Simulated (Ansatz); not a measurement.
**Band table of Mg (sc type)**

```xyz
1
Lattice="2.9591 0.0000 0.0000 0.0000 2.9591 0.0000 0.0000 0.0000 2.9591" Properties=species:S:1:pos:R:3 pbc="T T T"
Mg    0.0000    0.0000    0.0000
```

The cell comes from a relaxation on PAW files under the same functional, begun from a prototype that needn't be the stable phase.

All numbers are LDA results (scalar-relativistic) from Ansatz 0.2.0, with a Γ-centred 15×15×15 k mesh, Fermi–Dirac smearing of 0.05 eV, no spin polarisation. Methods: LAPW: all electrons, basis error target 1 meV/atom.

Path points, in fractions of the reciprocal vectors: Γ (0.000, 0.000, 0.000), X (0.000, 0.500, 0.000), M (0.500, 0.500, 0.000), R (0.500, 0.500, 0.500). The distance column jumps between branches of the path. Levels in eV from the Fermi level; bands 5 to 7, counted from the lowest band of the run. The gap is zero, the pressure 0.03 GPa.

```
# k(1/Å) point b5 b6 b7
0.000 Γ -6.39 8.33 8.33
0.152 - -6.30 7.13 8.41
0.303 - -6.04 5.38 8.63
0.455 - -5.60 3.64 9.00
0.607 - -5.00 1.99 9.49
0.758 - -4.23 0.47 10.04
0.910 - -3.30 -0.92 10.55
1.062 X -2.39 -1.98 10.78
1.213 - -2.30 -1.90 10.11
1.365 - -2.04 -1.66 8.77
1.517 - -1.61 -1.26 7.26
1.668 - -1.01 -0.70 5.77
1.820 - -0.25 0.00 4.34
1.972 - 0.64 0.81 3.05
2.123 M 1.38 1.38 2.16
2.338 - -0.30 1.54 2.61
2.552 - -2.11 2.00 3.12
2.767 - -3.62 2.77 3.93
2.981 - -4.82 3.85 5.02
3.196 - -5.69 5.24 6.31
3.410 - -6.21 6.91 7.61
3.625 Γ -6.39 8.33 8.33
3.887 - -6.13 6.99 6.99
4.150 - -5.34 5.55 5.55
4.413 - -4.05 4.55 4.55
4.676 - -2.27 4.00 4.00
4.938 - -0.04 3.92 3.92
5.201 - 2.56 4.26 4.26
5.464 R 4.69 4.69 4.69
5.678 - 3.42 3.56 4.84
5.893 - 1.78 1.96 5.27
6.107 - 0.33 0.57 5.98
6.322 - -0.84 -0.54 6.98
6.536 - -1.69 -1.34 8.26
6.751 - -2.21 -1.82 9.74
6.965 X -2.39 -1.98 10.78
8.467 R 4.69 4.69 4.69
8.618 - 4.11 4.11 4.47
8.770 - 3.30 3.30 3.96
8.922 - 2.62 2.62 3.38
9.073 - 2.08 2.08 2.88
9.225 - 1.69 1.69 2.49
9.377 - 1.46 1.46 2.25
9.528 M 1.38 1.38 2.16
```
